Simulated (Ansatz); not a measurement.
**Lu, first-principles data**

Lu:
```cif
data_Lu
_chemical_formula_sum 'Lu1'
_space_group_name_H-M_alt 'P 1'
_space_group_IT_number 1
_cell_length_a 3.20320
_cell_length_b 3.20320
_cell_length_c 3.20320
_cell_angle_alpha 90.000
_cell_angle_beta 90.000
_cell_angle_gamma 90.000
loop_
_space_group_symop_operation_xyz
  'x, y, z'
loop_
_atom_site_label
_atom_site_type_symbol
_atom_site_fract_x
_atom_site_fract_y
_atom_site_fract_z
_atom_site_occupancy
Lu1 Lu 0.00000 0.00000 0.00000 1
```

Space group Pm-3m (No. 221), simple cubic; conventional cell a = 3.2032 Å, b = 3.2032 Å, c = 3.2032 Å, α = 90.00°, β = 90.00°, γ = 90.00°.

Method: plane-wave PAW PBE (Ansatz code). The cell and atoms are relaxed at this level. Other levels are named where they apply.

### Cell and energy

- Volume per atom: 32.87 Å³
- Density: 8.84 g/cm³

### Electronic structure

* **Electronic character**: metallic (no gap)
* **Density of states at the Fermi level**: 2.0 states/eV per atom (mean over ±0.08 eV)
* **Gap with spin–orbit coupling**: none (metallic)

### Mechanics

- Bulk modulus (Birch–Murnaghan fit) = 29.8 GPa
- Pressure derivative B′ = 3.3
- Elastic constants (relaxed ions, GPa) = C11 = 69.3, C12 = 9.6, C44 = -26.0
- Mechanical stability = unstable (C has a negative eigenvalue)

A made-up cell: these elements were put on the sites of a structure type; neither database checked (COD, Materials Project) lists it. It is not the phase usual at ambient conditions (space group No. 194). The cell was relaxed with PBE under the symmetry of its start. As this level gives no gap, shear constants depend on the k-mesh and smearing (Fermi–Dirac, 0.1 eV here). Scalar-relativistic: spin–orbit coupling is off unless named, which matters more the heavier the elements.

Potentials: the later of the program's two PAW sets.
